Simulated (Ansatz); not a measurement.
The following input was run with Ansatz 0.2.0.

```yaml
crystal:
  lattice:
    - [2.1143871096, 1.2207419669, 10.5373432199]
    - [-2.1143871096, 1.2207419669, 10.5373432199]
    - [0.0, -2.4414839339, 10.5373432199]
  atoms:
    - { symbol: Bi, position: [0.3955941752, 0.3955941752, 0.3955941752] }
    - { symbol: Bi, position: [0.6044058248, 0.6044058248, 0.6044058248] }
    - { symbol: Se, position: [0.0, 0.0, 0.0] }
    - { symbol: Se, position: [0.2210304485, 0.2210304485, 0.2210304485] }
    - { symbol: Se, position: [0.7789695515, 0.7789695515, 0.7789695515] }
basis:
  ecutwfc: 420
kpoints:
  mp_grid: { grid: [6, 6, 6] }
hamiltonian:
  xc: pbe
scf:
  occupations: { method: gaussian, width: 0.02 }
output:
  forces: true
  stress: true
  eigenvalues: true
  write_density: true
  write_potential: true
  elf: true
  volumetric_format: npy
relax:
  adjacent_minimum: "off"
  f_tol: 0.01
  max_steps: 30
  cell: { stress_tol: 0.1, fix: [volume] }
```

Run as
```bash
ansatz run input.yaml --threads 1 --pin off --max-ram 2560MiB --backend cpu --events-out ev --progress --plain --runs-dir out
```

The calculation used Ansatz 0.2.0, DFT PBE, scalar-relativistic, plane waves, PAW.

From the run's log, abridged (iterations and final results):

```
SCF iter   1: F=—  HF=-41202.272046 eV  |F-HF|=—  |Δ(HF+E_count)|=         —  Δρ=1.24e-3  dr2=4.04e-3  ethr=1.77e-3  ⟨swp⟩=7.6  Hψ=6015  notcnv=0
SCF iter   2: F=—  HF=-41202.270074 eV  |F-HF|=—  |Δ(HF+E_count)|=   1.97e-3  Δρ=5.58e-4  dr2=7.11e-4  ethr=5.18e-6  ⟨swp⟩=2.0  Hψ=2720  notcnv=0  defer=48
SCF iter   3: F=—  HF=-41202.270258 eV  |F-HF|=—  |Δ(HF+E_count)|=   1.84e-4  Δρ=2.95e-4  dr2=2.04e-4  ethr=9.12e-7  ⟨swp⟩=2.0  Hψ=2150  notcnv=0  defer=48
SCF iter   4: F=—  HF=-41202.270416 eV  |F-HF|=—  |Δ(HF+E_count)|=   1.58e-4  Δρ=1.26e-4  dr2=6.29e-5  ethr=2.62e-7  ⟨swp⟩=2.0  Hψ=1855  notcnv=0  defer=48
SCF iter   5: F=—  HF=-41202.270285 eV  |F-HF|=—  |Δ(HF+E_count)|=   1.31e-4  Δρ=4.18e-5  dr2=5.97e-6  ethr=8.07e-8  ⟨swp⟩=2.0  Hψ=1738  notcnv=0  defer=48
SCF iter   6: F=—  HF=-41202.270293 eV  |F-HF|=—  |Δ(HF+E_count)|=   8.09e-6  Δρ=1.38e-5  dr2=4.80e-7  ethr=7.65e-9  ⟨swp⟩=2.0  Hψ=1898  notcnv=0  defer=48
SCF iter   7: F=-41202.270294 eV  HF=-41202.270294 eV  |F-HF|=3.16e-8  |Δ(HF+E_count)|=   9.76e-7  Δρ=3.89e-6  dr2=4.17e-8  ethr=1.28e-10  ⟨swp⟩=15.4  Hψ=12540  notcnv=0
SCF 1 converged in 7 iterations: F = -41202.270294 eV  dr2 = 4.17e-8
relax step   1: F+E_penalty+E_count = -41202.27029398 eV  Δ(F+E_penalty+E_count) = +0.000e0 eV  max|allowed force component| = 2.289e-1 eV/Å  Δτ_max = 0.0000 Å  P = -1.439 GPa  Ω = 163.189 Å³  fix = [volume]  reactions: volume -1.439 GPa (7 SCF iters, dr2 threshold 1.00e-7 eV, accepted)
Initial density: handed on by an earlier stage of this run
Initial wavefunctions: those handed on with the density
SCF iter   1: F=—  HF=-41202.282752 eV  |F-HF|=—  |Δ(HF+E_count)|=         —  Δρ=6.97e-3  dr2=5.79e-2  ethr=7.77e-5  ⟨swp⟩=2.7  Hψ=7283  notcnv=0
SCF iter   2: F=—  HF=-41202.268542 eV  |F-HF|=—  |Δ(HF+E_count)|=   1.42e-2  Δρ=3.31e-3  dr2=1.17e-2  ethr=7.42e-5  ⟨swp⟩=2.7  Hψ=2644  notcnv=0
SCF iter   3: F=—  HF=-41202.267489 eV  |F-HF|=—  |Δ(HF+E_count)|=   1.05e-3  Δρ=7.16e-4  dr2=2.94e-3  ethr=1.50e-5  ⟨swp⟩=2.8  Hψ=2934  notcnv=0
SCF iter   4: F=—  HF=-41202.267403 eV  |F-HF|=—  |Δ(HF+E_count)|=   8.64e-5  Δρ=4.52e-4  dr2=7.06e-4  ethr=3.77e-6  ⟨swp⟩=2.0  Hψ=1992  notcnv=0
SCF iter   5: F=—  HF=-41202.267441 eV  |F-HF|=—  |Δ(HF+E_count)|=   3.82e-5  Δρ=1.77e-4  dr2=8.25e-5  ethr=9.05e-7  ⟨swp⟩=1.1  Hψ=1508  notcnv=0
SCF iter   6: F=—  HF=-41202.267288 eV  |F-HF|=—  |Δ(HF+E_count)|=   1.53e-4  Δρ=4.83e-5  dr2=5.49e-6  ethr=1.06e-7  ⟨swp⟩=2.0  Hψ=2432  notcnv=0
SCF iter   7: F=—  HF=-41202.267292 eV  |F-HF|=—  |Δ(HF+E_count)|=   3.18e-6  Δρ=1.40e-5  dr2=5.07e-7  ethr=7.03e-9  ⟨swp⟩=2.0  Hψ=2448  notcnv=0
SCF iter   8: F=-41202.267292 eV  HF=-41202.267292 eV  |F-HF|=8.85e-8  |Δ(HF+E_count)|=   6.77e-7  Δρ=4.47e-6  dr2=5.16e-8  ethr=6.41e-10  ⟨swp⟩=11.8  Hψ=12807  notcnv=0
SCF 2 converged in 8 iterations: F = -41202.267292 eV  dr2 = 5.16e-8
relax step   2: F+E_penalty+E_count = -41202.26729242 eV  Δ(F+E_penalty+E_count) = +3.002e-3 eV  max|allowed force component| = 2.823e-1 eV/Å  Δτ_max = 0.1651 Å  P = +0.776 GPa  Ω = 163.189 Å³  energy of the carried Pulay correction = -9.694e-18 eV  fix = [volume]  (8 SCF iters, dr2 threshold 5.00e-7 eV, rejected (line search))
Basis set: ecut = 420 eV, 3173 PW (Γ), FFT grids on a1−a2, a2, −a2+a3, exchange–correlation on 60×150×60 points (8 copies of the dense FFT grid, shifted against one another)
SCF iter   1: F=—  HF=-41202.294396 eV  |F-HF|=—  |Δ(HF+E_count)|=         —  Δρ=3.68e-3  dr2=1.97e-2  ethr=2.44e-5  ⟨swp⟩=3.1  Hψ=7062  notcnv=0
SCF iter   2: F=—  HF=-41202.289770 eV  |F-HF|=—  |Δ(HF+E_count)|=   4.63e-3  Δρ=1.80e-3  dr2=4.19e-3  ethr=2.44e-5  ⟨swp⟩=2.2  Hψ=2072  notcnv=0
SCF iter   3: F=—  HF=-41202.289363 eV  |F-HF|=—  |Δ(HF+E_count)|=   4.07e-4  Δρ=6.16e-4  dr2=1.97e-3  ethr=5.37e-6  ⟨swp⟩=2.1  Hψ=2870  notcnv=0
SCF iter   4: F=—  HF=-41202.289255 eV  |F-HF|=—  |Δ(HF+E_count)|=   1.08e-4  Δρ=2.68e-4  dr2=1.56e-4  ethr=2.53e-6  ⟨swp⟩=2.1  Hψ=2042  notcnv=0
SCF iter   5: F=—  HF=-41202.289292 eV  |F-HF|=—  |Δ(HF+E_count)|=   3.70e-5  Δρ=6.41e-5  dr2=1.15e-5  ethr=2.00e-7  ⟨swp⟩=2.0  Hψ=2432  notcnv=0
SCF iter   6: F=—  HF=-41202.289287 eV  |F-HF|=—  |Δ(HF+E_count)|=   5.08e-6  Δρ=2.27e-5  dr2=1.51e-6  ethr=1.47e-8  ⟨swp⟩=2.0  Hψ=2472  notcnv=0
SCF iter   7: F=—  HF=-41202.289169 eV  |F-HF|=—  |Δ(HF+E_count)|=   1.18e-4  Δρ=8.66e-6  dr2=1.87e-7  ethr=1.94e-9  ⟨swp⟩=2.0  Hψ=2632  notcnv=0
SCF iter   8: F=—  HF=-41202.289169 eV  |F-HF|=—  |Δ(HF+E_count)|=   2.38e-7  Δρ=2.12e-6  dr2=1.06e-8  ethr=2.40e-10  ⟨swp⟩=2.0  Hψ=2559  notcnv=0
SCF iter   9: F=—  HF=-41202.289169 eV  |F-HF|=—  |Δ(HF+E_count)|=   2.25e-8  Δρ=6.98e-7  dr2=1.35e-9  ethr=1.35e-11  ⟨swp⟩=2.0  Hψ=2752  notcnv=0
SCF iter  10: F=—  HF=-41202.289169 eV  |F-HF|=—  |Δ(HF+E_count)|=  8.80e-10  Δρ=3.62e-7  dr2=3.24e-10  ethr=1.00e-12  ⟨swp⟩=7.4  Hψ=8443  notcnv=0
SCF iter  11: F=-41202.289169 eV  HF=-41202.289169 eV  |F-HF|=4.37e-11  |Δ(HF+E_count)|=  6.26e-10  Δρ=9.37e-8  dr2=2.63e-11  ethr=1.00e-12  ⟨swp⟩=7.0  Hψ=7920  notcnv=0
SCF 3 converged in 11 iterations: F = -41202.289169 eV  dr2 = 2.63e-11
relax step   3: F+E_penalty+E_count = -41202.28916878 eV  Δ(F+E_penalty+E_count) = -1.887e-2 eV  max|allowed force component| = 1.231e-2 eV/Å  Δτ_max = 0.0802 Å  P = -0.378 GPa  Ω = 163.189 Å³  energy of the carried Pulay correction = +6.463e-18 eV  fix = [volume]  reactions: volume -0.378 GPa (11 SCF iters, accepted)
Basis set: ecut = 420 eV, 3137 PW (Γ), FFT grids on a1−a2, a2, −a2+a3, exchange–correlation on 60×150×60 points (8 copies of the dense FFT grid, shifted against one another)
SCF iter   1: F=—  HF=-41202.291017 eV  |F-HF|=—  |Δ(HF+E_count)|=         —  Δρ=1.01e-3  dr2=1.14e-3  ethr=1.49e-6  ⟨swp⟩=3.0  Hψ=7385  notcnv=0
SCF iter   2: F=—  HF=-41202.290829 eV  |F-HF|=—  |Δ(HF+E_count)|=   1.89e-4  Δρ=4.69e-4  dr2=2.29e-4  ethr=1.46e-6  ⟨swp⟩=2.6  Hψ=2495  notcnv=0
SCF iter   3: F=—  HF=-41202.290831 eV  |F-HF|=—  |Δ(HF+E_count)|=   2.83e-6  Δρ=2.04e-4  dr2=1.03e-4  ethr=2.94e-7  ⟨swp⟩=2.0  Hψ=2496  notcnv=0
SCF iter   4: F=—  HF=-41202.290833 eV  |F-HF|=—  |Δ(HF+E_count)|=   2.09e-6  Δρ=5.64e-5  dr2=6.65e-6  ethr=1.32e-7  ⟨swp⟩=2.3  Hψ=2351  notcnv=0
SCF iter   5: F=—  HF=-41202.290739 eV  |F-HF|=—  |Δ(HF+E_count)|=   9.40e-5  Δρ=1.36e-5  dr2=4.29e-7  ethr=8.53e-9  ⟨swp⟩=2.0  Hψ=2752  notcnv=0
SCF iter   6: F=-41202.290740 eV  HF=-41202.290739 eV  |F-HF|=7.06e-8  |Δ(HF+E_count)|=   1.06e-8  Δρ=5.03e-6  dr2=7.35e-8  ethr=1.21e-10  ⟨swp⟩=11.4  Hψ=14351  notcnv=0
SCF 4 converged in 6 iterations: F = -41202.290740 eV  dr2 = 7.35e-8
relax step   4: F+E_penalty+E_count = -41202.29073955 eV  Δ(F+E_penalty+E_count) = -1.571e-3 eV  max|allowed force component| = 1.557e-2 eV/Å  Δτ_max = 0.0209 Å  P = -0.085 GPa  Ω = 163.189 Å³  energy of the carried Pulay correction = -9.694e-18 eV  fix = [volume]  reactions: volume -0.085 GPa (6 SCF iters, dr2 threshold 9.45e-8 eV, accepted)
Basis set: ecut = 420 eV, 3143 PW (Γ), FFT grids on a1−a2, a2, −a2+a3, exchange–correlation on 60×150×60 points (8 copies of the dense FFT grid, shifted against one another)
SCF iter   1: F=—  HF=-41202.291043 eV  |F-HF|=—  |Δ(HF+E_count)|=         —  Δρ=1.33e-4  dr2=1.16e-4  ethr=1.61e-7  ⟨swp⟩=3.0  Hψ=7398  notcnv=0
SCF iter   2: F=—  HF=-41202.291031 eV  |F-HF|=—  |Δ(HF+E_count)|=   1.16e-5  Δρ=7.75e-5  dr2=2.90e-5  ethr=1.48e-7  ⟨swp⟩=2.0  Hψ=1666  notcnv=0
SCF iter   3: F=—  HF=-41202.291067 eV  |F-HF|=—  |Δ(HF+E_count)|=   3.58e-5  Δρ=4.63e-5  dr2=6.86e-6  ethr=3.71e-8  ⟨swp⟩=1.1  Hψ=1507  notcnv=0
SCF iter   4: F=—  HF=-41202.290920 eV  |F-HF|=—  |Δ(HF+E_count)|=   1.46e-4  Δρ=1.75e-5  dr2=9.63e-7  ethr=8.80e-9  ⟨swp⟩=2.9  Hψ=2715  notcnv=0
SCF iter   5: F=—  HF=-41202.290920 eV  |F-HF|=—  |Δ(HF+E_count)|=   1.35e-8  Δρ=5.60e-6  dr2=7.67e-8  ethr=1.24e-9  ⟨swp⟩=2.0  Hψ=2752  notcnv=0
SCF iter   6: F=-41202.290921 eV  HF=-41202.290921 eV  |F-HF|=8.59e-9  |Δ(HF+E_count)|=   7.21e-8  Δρ=1.49e-6  dr2=4.67e-9  ethr=1.94e-11  ⟨swp⟩=9.0  Hψ=9636  notcnv=0
SCF 5 converged in 6 iterations: F = -41202.290921 eV  dr2 = 4.67e-9
relax step   5: F+E_penalty+E_count = -41202.29092053 eV  Δ(F+E_penalty+E_count) = -1.810e-4 eV  max|allowed force component| = 3.266e-3 eV/Å  Δτ_max = 0.0005 Å  P = -0.087 GPa  Ω = 163.189 Å³  energy of the carried Pulay correction = +6.463e-18 eV  fix = [volume]  reactions: volume -0.087 GPa (6 SCF iters, dr2 threshold 1.51e-8 eV, accepted)
Initial wavefunctions: pseudopotential atomic-orbital guess (no wavefunctions were taken with the density)
SCF iter   1: F=—  HF=-41202.284767 eV  |F-HF|=—  |Δ(HF+E_count)|=         —  Δρ=3.11e-4  dr2=3.96e-6  ethr=1.74e-7  ⟨swp⟩=3.1  Hψ=10539  notcnv=0
SCF iter   2: F=—  HF=-41202.289144 eV  |F-HF|=—  |Δ(HF+E_count)|=   4.38e-3  Δρ=1.57e-4  dr2=1.08e-6  ethr=5.08e-9  ⟨swp⟩=3.0  Hψ=2387  notcnv=0
SCF iter   3: F=—  HF=-41202.290808 eV  |F-HF|=—  |Δ(HF+E_count)|=   1.66e-3  Δρ=3.63e-5  dr2=4.90e-7  ethr=1.39e-9  ⟨swp⟩=2.8  Hψ=2136  notcnv=0
SCF iter   4: F=—  HF=-41202.290904 eV  |F-HF|=—  |Δ(HF+E_count)|=   9.58e-5  Δρ=5.15e-6  dr2=3.10e-8  ethr=6.28e-10  ⟨swp⟩=2.1  Hψ=2028  notcnv=0
SCF iter   5: F=—  HF=-41202.290906 eV  |F-HF|=—  |Δ(HF+E_count)|=   1.76e-6  Δρ=1.18e-6  dr2=2.01e-9  ethr=3.97e-11  ⟨swp⟩=2.0  Hψ=2752  notcnv=0
SCF iter   6: F=—  HF=-41202.290906 eV  |F-HF|=—  |Δ(HF+E_count)|=   6.07e-8  Δρ=4.03e-7  dr2=5.01e-10  ethr=2.58e-12  ⟨swp⟩=2.0  Hψ=2752  notcnv=0
SCF iter   7: F=-41202.290906 eV  HF=-41202.290906 eV  |F-HF|=1.09e-10  |Δ(HF+E_count)|=   1.78e-9  Δρ=1.08e-7  dr2=2.97e-11  ethr=1.00e-12  ⟨swp⟩=7.0  Hψ=7297  notcnv=0
SCF 6 converged in 7 iterations: F = -41202.290906 eV  dr2 = 2.97e-11
SCF converged after 7 iterations
Free energy (F): -41202.290906 eV
Harris-Foulkes:  -41202.290906 eV  (|F-HF|=1.09e-10)
Internal energy: -41202.290906 eV  (E = F + TS)
E sigma→0 (E₀):  -41202.290906 eV
Fermi energy:    7.019692 eV
--- Per-component energies (eV) ---
  E_band       = -1482.061904
  E_kinetic    = 954.784338
  E_local      = -12050.288260  (includes V_loc(G=0)·N_el)
  E_nonlocal   = -663.320624
  E_hartree    = 5387.250004
  E_xc         = -615.352276
  E_vxc        = -582.593064  (∫ρ·V_xc dr)
  E_paw        = -27059.351253  (= ΣΔE_a)
  E_vpaw       = 84.857966  (= ΣTr[D̂ρ^β])
  E_aug_tail   = -0.002594  (compensation charges beyond the density's cutoff)
  E_ewald      = -7156.010240
  E_smearing   =  0.000000  (= −TS)
--- Forces (eV/Å), atoms counted from 1 ---
  atom   1  Bi     0.00000000     0.00000000    -0.00326375
  atom   2  Bi     0.00000000     0.00000000     0.00326375
  atom   3  Se     0.00000000     0.00000000     0.00000000
  atom   4  Se     0.00000000     0.00000000     0.00016553
  atom   5  Se     0.00000000     0.00000000    -0.00016553
--- Stress (GPa, compression-positive) ---
       -0.085936       0.000000       0.000000
        0.000000      -0.085936       0.000000
        0.000000       0.000000      -0.088533
  P = ⅓ Tr σ = -0.0868 GPa (-0.868 kbar)
--- Band table (eV; the first three rows and the last of 32) ---
  k-point 0: bands = ["-40.1110", "-40.1110", "-40.1110", "-40.1110", "-40.0991", "-40.0991", "-40.0991", "-40.0991", "-40.0942", "-40.0942", "-40.0278", "-40.0191", "-40.0191", "-39.9878", "-39.9878", "-15.9861", "-15.9861", "-15.9848", "-15.9848", "-15.9786", "-15.9766", "-15.9682", "-15.9682", "-15.9660", "-15.9660", "-6.9521", "-6.4423", "-5.3801", "-2.4910", "-1.4941", "5.0446", "5.3480", "5.3480", "5.4873", "5.5299", "5.5299", "5.9617", "5.9617", "6.5423", "7.3941", "8.6870", "8.6870", "9.1834", "9.6956", "9.6956", "12.9829", "13.3059"]
  k-point 1: bands = ["-40.1110", "-40.1110", "-40.1109", "-40.1109", "-40.0992", "-40.0992", "-40.0991", "-40.0991", "-40.0942", "-40.0941", "-40.0278", "-40.0191", "-40.0191", "-39.9878", "-39.9878", "-15.9891", "-15.9872", "-15.9806", "-15.9792", "-15.9755", "-15.9734", "-15.9712", "-15.9691", "-15.9688", "-15.9661", "-6.7159", "-6.2284", "-5.2695", "-2.5983", "-1.8344", "3.8968", "4.4525", "4.6574", "4.8013", "5.2578", "5.6566", "5.9978", "6.1854", "6.4045", "8.2572", "8.9242", "9.0842", "9.2963", "10.0025", "10.3995", "12.5341", "13.3583"]
  k-point 2: bands = ["-40.1110", "-40.1110", "-40.1109", "-40.1109", "-40.0992", "-40.0992", "-40.0992", "-40.0991", "-40.0941", "-40.0941", "-40.0278", "-40.0191", "-40.0191", "-39.9878", "-39.9877", "-15.9971", "-15.9939", "-15.9789", "-15.9750", "-15.9737", "-15.9710", "-15.9664", "-15.9657", "-15.9642", "-15.9639", "-6.0622", "-5.6793", "-5.0743", "-3.0574", "-2.6266", "2.6018", "3.6047", "4.0959", "4.1680", "4.7215", "5.0593", "5.6918", "5.9172", "6.3538", "8.1840", "9.3391", "9.4837", "10.0493", "10.6810", "11.3001", "11.5810", "13.7235"]
  k-point 31: bands = ["-40.1110", "-40.1110", "-40.1110", "-40.1110", "-40.0992", "-40.0992", "-40.0991", "-40.0991", "-40.0942", "-40.0942", "-40.0278", "-40.0191", "-40.0191", "-39.9878", "-39.9878", "-15.9861", "-15.9861", "-15.9848", "-15.9848", "-15.9786", "-15.9766", "-15.9682", "-15.9682", "-15.9660", "-15.9660", "-6.9343", "-6.4826", "-5.3410", "-2.5654", "-1.4251", "4.8409", "5.3360", "5.3360", "5.5585", "5.5585", "5.8612", "5.9393", "5.9393", "6.2909", "7.4928", "8.7320", "8.7320", "9.1490", "9.6428", "9.6428", "13.1083", "13.4047"]
--- Relaxed structure (5 steps of the walk, 4 accepted, 1 SCFs on fresh bases) ---
  F+E_penalty+E_count = -41202.29090585 eV   max|allowed force component| = 3.264e-3 eV/Å   (the final SCF, on the basis selected at the relaxed cell)
  cell:  # Å, volume = 163.1890 Å³
    - [2.09399270, 1.20896725, 10.74359926]
    - [-2.09399270, 1.20896725, 10.74359926]
    - [0.0, -2.41793450, 10.74359926]
  atoms:
    - { symbol: Bi, position: [0.39387811, 0.39387811, 0.39387811] }
    - { symbol: Bi, position: [0.60612188, 0.60612188, 0.60612188] }
    - { symbol: Se, position: [0.0, 0.0, 0.0] }
    - { symbol: Se, position: [0.22421294, 0.22421294, 0.22421294] }
    - { symbol: Se, position: [0.77578705, 0.77578705, 0.77578705] }
```

The relaxation met its thresholds.

Time: 110 s on 1 thread of Intel(R) Xeon(R) Processor @ 2.70GHz, with other jobs on the host, peak memory 0.56 GiB.

Spin–orbit coupling is left out, which can shift energies with elements as heavy as these. The cell holds layers, and where no dispersion correction was added their binding is poorly described.